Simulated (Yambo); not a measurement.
BaTiO3 (space group Amm2, No. 38); a = 3.9833 Å, b = 4.0573 Å, c = 4.0573 Å, α = 89.75°, β = 90.00°, γ = 90.00°. With the G0W0 scissor the direct gap on the mesh is 4.20 eV. Axes are Cartesian, with cell vectors (Å) (3.98, 0.00, 0.00), (0.00, 2.86, 2.88), (0.00, -2.86, 2.88).

Can the lowest exciton of this BSE run be trusted, and with what binding energy? (Yambo, PBEsol bands; 6×6×6 mesh, 9 valence and 7 conduction bands, static screening with 44 bands and a 3 Ry block, scissor 1.64 eV, Tamm-Dancoff.)

No. The lowest state covers only about 2 of the 216 k points, so the mesh doesn't resolve it: its energy and its distance from the direct gap are mesh artefacts. An extended exciton needs a far denser mesh. The scissor comes from a G0W0 run whose convergence isn't established. 

Geometry of the Materials Project entry, not relaxed at this level.

This is not the ordinary phase of the substance.
